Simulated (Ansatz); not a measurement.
Relaxed-ion elastic tensor of BN in space group R3m (No. 160; B on 3a, N on 3a) in GPa (Voigt order), the program Ansatz at the LDA level (PAW); density 2.38 g/cm³, 8.65 Å³ per atom.

|  | 1 | 2 | 3 | 4 | 5 | 6 |
|---|---|---|---|---|---|---|
| 1 | 926 | 221 | 0.8 | 3.8 | 0.0 | 0.0 |
| 2 | 221 | 926 | 0.8 | -3.8 | 0.0 | 0.0 |
| 3 | 0.8 | 0.8 | 28.4 | 0.0 | 0.0 | 0.0 |
| 4 | 3.8 | -3.8 | 0.0 | 6.2 | 0.0 | 0.0 |
| 5 | 0.0 | 0.0 | 0.0 | 0.0 | 6.2 | 3.8 |
| 6 | 0.0 | 0.0 | 0.0 | 0.0 | 3.8 | 353 |

Task: Is the crystal mechanically stable?

Result: Yes: the smallest eigenvalue of C is 6.2 GPa.

Task: Work out the Voigt and Reuss bounds. Is their mean of use?

Result: K_V = 258, K_R = 27.2; G_V = 184, G_R = 13.3 GPa. The bounds lie so far apart that a Hill average or a Debye temperature from it would say little.

The workflow started from a Materials Project entry (that database holds measured and hypothetical structures alike); the Crystallography Open Database copy checked does not list it. It is not the phase usual at ambient conditions (space group No. 186, 194, 216). Symmetry was held in the LDA relaxation; phonons on a q-mesh show no instability. A crystal of weakly bound layers computed without a dispersion correction: the cell and the soft elastic constants depend strongly on that.

Potentials: the later of the program's two PAW sets.
